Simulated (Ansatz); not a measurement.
NbTe (zincblende type), DFT, LDA, PAW with Ansatz's default frozen-core files, scalar-relativistic (Ansatz 0.2.0), on 1 thread of Arm Neoverse V1 (shared host).

Command: `ansatz run input.yaml --threads 1 --pin off --max-ram 2048MiB --backend cpu --events-out ev --progress --plain --runs-dir out`

```yaml
crystal:
  lattice:
    - [0.0, 2.9518052196, 2.9518052196]
    - [2.9518052196, 0.0, 2.9518052196]
    - [2.9518052196, 2.9518052196, 0.0]
  atoms:
    - { symbol: Nb, position: [0.0, 0.0, 0.0] }
    - { symbol: Te, position: [0.25, 0.25, 0.25] }
kpoints:
  mp_grid: { grid: [12, 12, 12] }
scf:
  occupations: { method: fermi_dirac, width: 0.1 }
hamiltonian:
  xc: lda
  pseudopotentials: { kind: paw }
output:
  forces: true
  stress: true
  eigenvalues: true
  populations: true
  write_density: true
  write_potential: true
  elf: true
  volumetric_format: npy
```

(1) How large is the problem that the program sets up?

(2) About how long does it take?

Results:

(1) 72 irreducible k-points, 965 plane waves at Γ, 19 bands.

(2) 12 s of wall time for 7 SCF iterations. Times on shared machines scatter by tens of per cent.
